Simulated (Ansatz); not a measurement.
Input, command and steps of an Ansatz relaxation.

```yaml
crystal:
  lattice:
    - [3.3693420711, 0.0, -0.6324153389]
    - [0.0, 9.951592408, 0.0]
    - [-2.4761531411, 0.0, 8.1588447793]
  atoms:
    - { symbol: Zn, position: [0.0, 0.5, 0.0] }
    - { symbol: Zn, position: [0.0, 0.0, 0.5] }
    - { symbol: H, position: [0.1392373181, 0.6495647251, 0.5199842878] }
    - { symbol: H, position: [0.8607626819, 0.1495647251, 0.9800157122] }
    - { symbol: H, position: [0.8607626819, 0.3504352749, 0.4800157122] }
    - { symbol: H, position: [0.1392373181, 0.8504352749, 0.0199842878] }
    - { symbol: C, position: [-0.0606268974, 0.5397406186, 0.2706119009] }
    - { symbol: C, position: [1.0606268974, 0.0397406186, 0.2293880991] }
    - { symbol: C, position: [1.0606268974, 0.4602593814, 0.7293880991] }
    - { symbol: C, position: [-0.0606268974, 0.9602593814, 0.7706119009] }
    - { symbol: C, position: [0.0223474555, 0.5527163099, 0.4555689316] }
    - { symbol: C, position: [0.9776525445, 0.0527163099, 0.0444310684] }
    - { symbol: C, position: [0.9776525445, 0.4472836901, 0.5444310684] }
    - { symbol: C, position: [0.0223474555, 0.9472836901, 0.9555689316] }
    - { symbol: O, position: [0.1066339292, 0.6253291928, 0.2080338266] }
    - { symbol: O, position: [0.8933660708, 0.1253291928, 0.2919661734] }
    - { symbol: O, position: [0.8933660708, 0.3746708072, 0.7919661734] }
    - { symbol: O, position: [0.1066339292, 0.8746708072, 0.7080338266] }
    - { symbol: O, position: [-0.2757885469, 0.4385521138, 0.1748990687] }
    - { symbol: O, position: [1.2757885469, 0.9385521138, 0.3251009313] }
    - { symbol: O, position: [1.2757885469, 0.5614478862, 0.8251009313] }
    - { symbol: O, position: [-0.2757885469, 0.0614478862, 0.6748990687] }
basis:
  ecutwfc: 420
kpoints:
  mp_grid: { grid: [6, 2, 4] }
hamiltonian:
  xc: pbe
  dispersion: d3bj
scf:
  occupations: { method: gaussian, width: 0.02 }
output:
  forces: true
  stress: true
  eigenvalues: true
relax:
  adjacent_minimum: "off"
  f_tol: 0.04
  max_steps: 60
  cell: { stress_tol: 0.2 }
```

```bash
ansatz run input.yaml --threads 8 --pin off --max-ram 16384MiB --backend cpu --events-out ev --progress --plain --runs-dir out
```

The calculation used DFT PBE+D3(BJ), scalar-relativistic, plane waves, PAW (Ansatz 0.2.0).

Of 4 frames 4 are shown, positions in Å and forces in eV/Å; the SCF threshold varies from step to step. Steps run on the plane waves of an earlier cell, with a Pulay correction in the pressure. The basis is chosen afresh for the last frame, the zero of the energies, and can be on the way; energy and pressure step there, also at an unchanged geometry.

```xyz
22
Lattice="3.3693 0.0000 -0.6324 0.0000 9.9516 0.0000 -2.4762 0.0000 8.1588" Properties=species:S:1:pos:R:3:forces:R:3 pbc="T T T" step=1 free_energy_over_end_meV_per_atom=0.13 pressure_GPa=0.04
Zn    0.0000    4.9758    0.0000    0.0000    0.0000    0.0000
Zn   -1.2381    0.0000    4.0794    0.0000    0.0000    0.0000
H    -0.8184    6.4642    4.1544    0.0000   -0.0060    0.0000
H     0.4735    1.4884    7.4514    0.0000   -0.0060    0.0000
H     1.7116    3.4874    3.3720    0.0000    0.0060    0.0000
H     0.4197    8.4632    0.0750    0.0000    0.0060    0.0000
C    -0.8743    5.3713    2.2462    0.0410   -0.0310    0.0110
C     3.0056    0.3955    1.2008   -0.0410   -0.0310   -0.0110
C     1.7675    4.5803    5.2802   -0.0410    0.0310   -0.0110
C    -2.1124    9.5561    6.3256    0.0410    0.0310    0.0110
C    -1.0528    5.5004    3.7028   -0.0140   -0.0280    0.0080
C     3.1840    0.5246   -0.2558    0.0140   -0.0280   -0.0080
C     1.9460    4.4512    3.8236    0.0140    0.0280   -0.0080
C    -2.2908    9.4270    7.7822   -0.0140    0.0280    0.0080
O    -0.1558    6.2230    1.6299   -0.0230    0.0060   -0.0330
O     2.2871    1.2472    1.8171    0.0230    0.0060    0.0330
O     1.0490    3.7286    5.8966    0.0230   -0.0060    0.0330
O    -1.3939    8.7044    5.7093   -0.0230   -0.0060   -0.0330
O    -1.3623    4.3643    1.6014   -0.0240    0.0040   -0.0090
O     3.4936    9.3401    1.8456    0.0240    0.0040    0.0090
O     2.2555    5.5873    5.9250    0.0240   -0.0040    0.0090
O    -2.6004    0.6115    5.6808   -0.0240   -0.0040   -0.0090
22
Lattice="3.3851 0.0000 -0.6383 0.0000 9.9305 0.0000 -2.5028 0.0000 8.1546" Properties=species:S:1:pos:R:3:forces:R:3 pbc="T T T" step=2 free_energy_over_end_meV_per_atom=0.12 pressure_GPa=-0.02
Zn    0.0000    4.9653    0.0000    0.0000    0.0000    0.0000
Zn   -1.2514    0.0000    4.0773    0.0000    0.0000    0.0000
H    -0.8292    6.4525    4.1506    0.0010    0.0000   -0.0010
H     0.4601    1.4872    7.4429   -0.0010    0.0000    0.0010
H     1.7115    3.4780    3.3657   -0.0010    0.0000    0.0010
H     0.4222    8.4433    0.0733    0.0010    0.0000   -0.0010
C    -0.8772    5.3558    2.2445   -0.0870    0.0290   -0.0270
C     3.0109    0.3905    1.1944    0.0870    0.0290    0.0270
C     1.7595    4.5747    5.2717    0.0870   -0.0290    0.0270
C    -2.1286    9.5400    6.3218   -0.0870   -0.0290   -0.0270
C    -1.0634    5.4882    3.7001    0.0180   -0.0280    0.0040
C     3.1970    0.5230   -0.2611   -0.0180   -0.0280   -0.0040
C     1.9456    4.4423    3.8162   -0.0180    0.0280   -0.0040
C    -2.3148    9.4075    7.7774    0.0180    0.0280    0.0040
O    -0.1647    6.2123    1.6276    0.0420   -0.0320   -0.0160
O     2.2984    1.2470    1.8114   -0.0420   -0.0320    0.0160
O     1.0470    3.7182    5.8887   -0.0420    0.0320    0.0160
O    -1.4162    8.6835    5.7049    0.0420    0.0320   -0.0160
O    -1.3714    4.3538    1.5966    0.0240   -0.0170    0.0370
O     3.5051    9.3190    1.8424   -0.0240   -0.0170   -0.0370
O     2.2537    5.5767    5.9196   -0.0240    0.0170   -0.0370
O    -2.6229    0.6115    5.6739    0.0240    0.0170    0.0370
22
Lattice="3.3867 0.0000 -0.6389 0.0000 9.9267 0.0000 -2.5055 0.0000 8.1541" Properties=species:S:1:pos:R:3:forces:R:3 pbc="T T T" step=3 free_energy_over_end_meV_per_atom=0.05 pressure_GPa=-0.01
Zn    0.0000    4.9634    0.0000    0.0000    0.0000    0.0000
Zn   -1.2527    0.0000    4.0770    0.0000    0.0000    0.0000
H    -0.8280    6.4498    4.1505    0.0010   -0.0010    0.0010
H     0.4564    1.4864    7.4417   -0.0010   -0.0010   -0.0010
H     1.7092    3.4769    3.3647   -0.0010    0.0010   -0.0010
H     0.4248    8.4403    0.0735    0.0010    0.0010    0.0010
C    -0.8808    5.3546    2.2438   -0.0290   -0.0230   -0.0100
C     3.0147    0.3912    1.1943    0.0290   -0.0230    0.0100
C     1.7620    4.5721    5.2714    0.0290    0.0230    0.0100
C    -2.1335    9.5355    6.3209   -0.0290    0.0230   -0.0100
C    -1.0641    5.4861    3.6999    0.0010   -0.0090    0.0020
C     3.1980    0.5228   -0.2617   -0.0010   -0.0090   -0.0020
C     1.9453    4.4406    3.8153   -0.0010    0.0090   -0.0020
C    -2.3168    9.4040    7.7769    0.0010    0.0090    0.0020
O    -0.1634    6.2076    1.6275    0.0170   -0.0110   -0.0200
O     2.2973    1.2442    1.8107   -0.0170   -0.0110    0.0200
O     1.0446    3.7192    5.8877   -0.0170    0.0110    0.0200
O    -1.4161    8.6825    5.7045    0.0170    0.0110   -0.0200
O    -1.3724    4.3504    1.5975    0.0020    0.0040    0.0260
O     3.5063    9.3138    1.8407   -0.0020    0.0040   -0.0260
O     2.2536    5.5763    5.9177   -0.0020   -0.0040   -0.0260
O    -2.6251    0.6130    5.6745    0.0020   -0.0040    0.0260
22
Lattice="3.3867 0.0000 -0.6389 0.0000 9.9267 0.0000 -2.5055 0.0000 8.1541" Properties=species:S:1:pos:R:3:forces:R:3 pbc="T T T" step=4 free_energy_over_end_meV_per_atom=0.00 pressure_GPa=-0.01
Zn    0.0000    4.9634    0.0000    0.0000    0.0000    0.0000
Zn   -1.2527    0.0000    4.0770    0.0000    0.0000    0.0000
H    -0.8280    6.4498    4.1505    0.0010   -0.0010    0.0010
H     0.4564    1.4864    7.4417   -0.0010   -0.0010   -0.0010
H     1.7092    3.4769    3.3647   -0.0010    0.0010   -0.0010
H     0.4248    8.4403    0.0735    0.0010    0.0010    0.0010
C    -0.8808    5.3546    2.2438   -0.0290   -0.0230   -0.0100
C     3.0147    0.3912    1.1943    0.0290   -0.0230    0.0100
C     1.7620    4.5721    5.2714    0.0290    0.0230    0.0100
C    -2.1335    9.5355    6.3209   -0.0290    0.0230   -0.0100
C    -1.0641    5.4861    3.6999    0.0010   -0.0090    0.0020
C     3.1980    0.5228   -0.2617   -0.0010   -0.0090   -0.0020
C     1.9453    4.4406    3.8153   -0.0010    0.0090   -0.0020
C    -2.3168    9.4040    7.7769    0.0010    0.0090    0.0020
O    -0.1634    6.2076    1.6275    0.0160   -0.0110   -0.0200
O     2.2973    1.2442    1.8107   -0.0160   -0.0110    0.0200
O     1.0446    3.7192    5.8877   -0.0160    0.0110    0.0200
O    -1.4161    8.6825    5.7045    0.0160    0.0110   -0.0200
O    -1.3724    4.3504    1.5975    0.0020    0.0040    0.0260
O     3.5063    9.3138    1.8407   -0.0020    0.0040   -0.0260
O     2.2536    5.5763    5.9177   -0.0020   -0.0040   -0.0260
O    -2.6251    0.6130    5.6745    0.0020   -0.0040    0.0260
```

The run took 22 s on 8 threads of Arm Neoverse V2, on a shared host, peak memory 1.4 GiB.